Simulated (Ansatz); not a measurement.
**Computed properties of Ga4As3P (ordering on wurtzite)**

All numbers come from Ansatz. Non-magnetic throughout. Whether this structure exists isn't addressed.

The cell is Ga4As3P, ordered on the wurtzite lattice (P3m1) with 8 atoms a cell; cell and atoms were relaxed with r2SCAN. P has 4 Ga at 2.37–2.41 Å; As has 4 Ga at 2.44–2.46 Å; Ga has 1 P at 2.37 Å and 3 As at 2.44 Å; Ga has 4 As at 2.44–2.46 Å; Ga has 3 P at 2.41 Å and 1 As at 2.46 Å.

Space group P3m1 (No. 156). a = 3.957 Å, b = 3.957 Å, c = 13.042 Å, α = 90.00°, β = 90.00°, γ = 120.00°
```csv
atom,site,symmetry,x,y,z
P,1c,3m.,0.6667,0.3333,0.9999
As,1c,3m.,0.6667,0.3333,0.4997
As,1b,3m.,0.3333,0.6667,0.7527
As,1b,3m.,0.3333,0.6667,0.2465
Ga,1c,3m.,0.6667,0.3333,0.8179
Ga,1c,3m.,0.6667,0.3333,0.3113
Ga,1b,3m.,0.3333,0.6667,0.5644
Ga,1b,3m.,0.3333,0.6667,0.0577
```

Relaxed lattice by functional, symmetry kept:

| functional | k mesh | a (Å) | c (Å) | volume (Å³/atom) |
| --- | --- | --- | --- | --- |
| PBE | 12×12×2 | 4.007 | 13.210 | 22.96 |
| r2SCAN | 6×6×2 | 3.957 | 13.042 | 22.10 |

Band edges at fixed r2SCAN geometry:
```csv
level,k mesh,gap (eV),kind,edges,least direct gap (eV),rough cost
PBE,12×12×2,0.70,direct,Γ,0.70,80 core-seconds
PBE+SOC,12×12×2,0.59,direct,Γ,0.59,7 core-minutes
r2SCAN,12×12×2,1.10,direct,Γ,1.10,80 core-seconds
HSE06,6×6×2,1.47,direct,Γ,1.47,13 core-minutes
PBE0,6×6×2,2.10,direct,Γ,2.10,12 core-minutes
```
PBE, PBE+SOC: smearing of 0.02 eV; the others have fixed occupations.
Wave cutoffs: 420 eV, 500 eV (r2SCAN).
Costs come from shared machines and give only the order; PBE's includes the band path. The runs had 4 threads of Arm Neoverse V2, with other jobs on the host.

The HSE06 gap is direct at Γ: 1.47 eV. Spin-orbit coupling changes the PBE gap by -0.103 eV, to 0.59 eV.

r2SCAN covers 52 % of the step from PBE to HSE06, while HSE06 needs about 10 times r2SCAN's rough cost (on a coarser mesh). Spin-orbit coupling moves the least or the direct gap by up to 0.10 eV, so it has to be included where a tenth of an eV counts. All these functionals give a gap of the same kind, direct.

Only the levels marked +SOC include spin-orbit coupling.
